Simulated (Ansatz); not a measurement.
Values for one crystal, relaxed and computed with PBEsol (plane waves, PAW; program Ansatz); other levels are named.

| Property | Result |
|---|---|
| Volume per atom | 18.16 Å³ |
| Electronic character | metallic (no gap) |
| Debye temperature from the elastic constants | 218 K |
| Density of states at the Fermi level | 0.29 states/eV per atom (mean over ±0.08 eV) |
| Young's modulus | 80.9 GPa |
| Poisson's ratio | 0.37 |
| Mechanical stability | stable (all eigenvalues of C positive) |

Task: Which of these materials gives this?
(A) Mg2Sn, Cmcm (Mg on 4c, Mg on 4c, Sn on 4c)
(B) Ag3Sn, Pmmn (Ag on 2b, Ag on 4e, Sn on 2a)
(C) Al2Cu, I4/mcm (Al on 8h, Cu on 4a)
(D) NbRu, CsCl type

Result: B, Ag3Sn, Pmmn (Ag on 2b, Ag on 4e, Sn on 2a)

The workflow started from a Materials Project entry (that database holds measured and hypothetical structures alike); the Crystallography Open Database files this formula in space group No. 59, but the cells were not matched. Whether it is the stable phase at ambient conditions was not checked. The PBEsol relaxation kept the symmetry of its start; of distortions, only those at the zone centre were tested. No spin polarisation was allowed. As this level gives no gap, shear constants depend on the k-mesh and smearing (Fermi–Dirac, 0.1 eV here). Spin–orbit coupling is left out wherever it is not named.

Potentials: the later of the program's two PAW sets.
